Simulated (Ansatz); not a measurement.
## ScNb: what symmetry allows forces and stress to be

```
Sc Nb
1.0
     3.06049    0.00000    0.00000
    -1.53025    2.77015    0.10620
     0.00000    0.20289    4.99804
Sc Nb
1 1
Direct
  0.99494 0.98988 0.00263
  0.33839 0.67678 0.49737
```

Method: Ansatz 0.2.0, DFT PBE, scalar-relativistic, plane waves, PAW.

Cutoff 420 eV; k points 14×14×8 on the computed 2-atom cell (Γ-centred); Gaussian smearing, width 0.10 eV; no spin polarisation.

This distorted cell has space group Cm, with 2 operations.

Task: Without a calculation: in which directions can each atom feel a force?

Result: A force must be left unchanged by every operation that keeps its atom in place, so it lies in the space that those operations leave fixed. Atoms that the group maps onto each other feel forces of one size.
```
atom site symmetry operations at the site equivalent to atom allowed force (Cartesian)
 Sc1              m                       2                   1  in the plane normal to (1.00, 0.00, 0.00)
 Nb2              m                       2                   2  in the plane normal to (1.00, 0.00, 0.00)
```

That leaves 4 independent force components of 6, tied by 2 conditions that the forces sum to zero, so 2 remain. A relaxation in this cell that keeps the symmetry moves the atoms in these directions alone.

Task: And the stress tensor?

Result: It must be invariant under the point group, which leaves 4 independent components: xz, xy vanish.

Task: Do the computed values obey this?

Result: Yes. Forces (eV/Å):
```
Sc1  0.000  0.094 -0.161
Nb2  0.000 -0.094  0.161
```

Stress (GPa, compression positive, xx yy zz yz xz xy): -1.98 -5.54 -0.10 -1.96 0.00 0.00. The program imposes the same operations on density, forces and stress, so this confirms the analysis and is no independent test of the calculation.